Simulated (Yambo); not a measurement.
```
CELL_PARAMETERS angstrom
      3.07351     0.00000     0.00000
     -1.53676     2.66174     0.00000
      0.00000     0.00000     5.04525
ATOMIC_POSITIONS crystal
  C  0.33333 0.66667 0.87540
  C  0.66667 0.33333 0.37540
  Si 0.33333 0.66667 0.49960
  Si 0.66667 0.33333 0.99960
```

SiC (2H, space group P6_3mc, No. 186): mean Im ε in 1 eV windows above the direct gap of 4.90 eV, for different electron-hole kernels (Yambo, broadening 0.15 eV, PBE (Quantum ESPRESSO, PseudoDojo norm-conserving, 82 Ry, scalar-relativistic) bands; 9×9×6 mesh, 5 valence and 5 conduction bands, static screening with 23 bands and a 4 Ry block, scissor 0.88 eV, Tamm-Dancoff; field along x).

```csv
window (eV),independent quasiparticles,BSE
4.9 to 5.9,1.2,5.1
5.9 to 6.9,7.4,23
6.9 to 7.9,17,12
7.9 to 8.9,12,9.8
```

This run doesn't resolve bound excitons or single peaks, so only averages are given, and they too depend on the mesh; weight that the attraction moves below the gap isn't listed. All transitions below 8.96 eV are in the band window. The scissor comes from a G0W0 run whose convergence isn't established.

Geometry of the Materials Project entry, not relaxed at this level.
